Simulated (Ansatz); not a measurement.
Here is the system:

BaMgF4:
```yaml
crystal:
  lattice:
    - [2.07746, -7.13951, 0.00000]
    - [2.07746, 7.13951, 0.00000]
    - [0.00000, 0.00000, 5.75341]
  atoms:
    - { symbol: Ba, position: [0.14393, 0.85607, 0.25000] }
    - { symbol: Ba, position: [0.85607, 0.14393, 0.75000] }
    - { symbol: Mg, position: [0.59141, 0.40859, 0.75000] }
    - { symbol: Mg, position: [0.40859, 0.59141, 0.25000] }
    - { symbol: F, position: [0.68689, 0.31311, 0.51118] }
    - { symbol: F, position: [0.31311, 0.68689, 0.48882] }
    - { symbol: F, position: [0.31311, 0.68689, 0.01118] }
    - { symbol: F, position: [0.68689, 0.31311, 0.98882] }
    - { symbol: F, position: [0.50000, 0.50000, 0.50000] }
    - { symbol: F, position: [0.50000, 0.50000, 0.00000] }
    - { symbol: F, position: [0.08467, 0.91533, 0.75000] }
    - { symbol: F, position: [0.91533, 0.08467, 0.25000] }
```

This is the r²SCAN-relaxed structure. Cartesian axes are those of the cell as given.

### Question
All from the program Ansatz at the r²SCAN level (PAW), unless another level is named. Give the bulk modulus (Birch–Murnaghan fit).

### Answer
56.7 GPa.

### Question
Next, the elastic constants (relaxed ions, GPa)?

### Answer
C11 = 133, C22 = 81.5, C33 = 131, C12 = 22.8, C13 = 59.9, C23 = 27.5, C44 = 19.6, C55 = 57.4, C66 = 29.0.

Space group Cmcm. The workflow started from a Materials Project entry (that database holds measured and hypothetical structures alike); the Crystallography Open Database copy checked does not list it. COD files the formula under space group No. 36, so this cell is another polymorph or a model. Whether it is the stable phase at ambient conditions was not checked. The cell was relaxed with r²SCAN under the symmetry of its start; its stability against distortions is not shown here. Spin–orbit coupling is left out wherever it is not named.

Potentials: the earlier of the program's two PAW sets.
